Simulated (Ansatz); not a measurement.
This guess for BeCdS4 is about to be relaxed.

```
Be Cd S
1.0
     4.36928   -3.41861    0.00000
     4.36928    3.41861    0.00000
    -3.30249    0.00000    5.21882
Be Cd S
1 1 4
Direct
  0.64662 0.35338 0.00000
  0.05003 0.94997 0.50000
  0.92893 0.33000 0.34020
  0.28003 0.32318 0.96243
  0.67682 0.71997 0.03757
  0.67000 0.07107 0.65980
```

All numbers below come from DFT PBE, scalar-relativistic, plane waves, PAW in Ansatz. Cutoff 420 eV, Gaussian smearing, Γ-centred meshes. Cell and atoms relax first on a coarse mesh, the cell is then made exact in the group found at 0.06 to 0.08 Å, and last on a converged mesh; the steps can't lower the symmetry of their start. No spin polarisation.

A guess keeps its type if space group and coordination stay and the shape of the cell changes little (axis ratios within about 15 %, angles within 6°); the volume may change.

Question: Does this structure survive the relaxation?

Answer: It doesn't keep its type. The symmetry stays C2 (No. 5). The volume per atom shrinks by 19.9 %, from 26.0 to 20.8 Å³. The shortest distance goes from 1.99 Å (Be–S) to 2.11 Å (Be–S). Counting neighbours within 15 % of an atom's shortest distance, the start has Be 4, Cd 4, S 1 and the end Be 4, Cd 6, S 2. In detail, at the end around Be lie 4 S at 2.11–2.16 Å; Cd is surrounded by 4 S at 2.63–2.64 Å and 2 S at 2.98 Å; around S on its first site lie 1 S at 2.15 Å, 1 Be at 2.16 Å, 1 Cd at 2.63 Å, 1 S at 2.81 Å and 1 Cd at 2.98 Å; 1 more site not described.

```yaml
crystal:
  lattice:
    - [3.70638, -3.64936, 0.00000]
    - [3.70638, 3.64936, 0.00000]
    - [-2.25313, 0.00000, 4.61799]
  atoms:
    - { symbol: Be, position: [0.62908, 0.37092, 0.00000] }
    - { symbol: Cd, position: [0.97731, 0.02269, 0.50000] }
    - { symbol: S, position: [0.03052, 0.42792, 0.31227] }
    - { symbol: S, position: [0.27449, 0.23103, 0.05029] }
    - { symbol: S, position: [0.76897, 0.72551, 0.94971] }
    - { symbol: S, position: [0.57208, 0.96948, 0.68773] }
```

The last run used a 6×6×6 mesh for its 6-atom cell and Gaussian smearing of 0.02 eV. A later test with randomly moved atoms came back to the same energy, though modes that don't fit the test's cell weren't probed. Another cell of the same search, in P2_1, lies 44 meV/atom lower, so this cell isn't the stable form at this level.
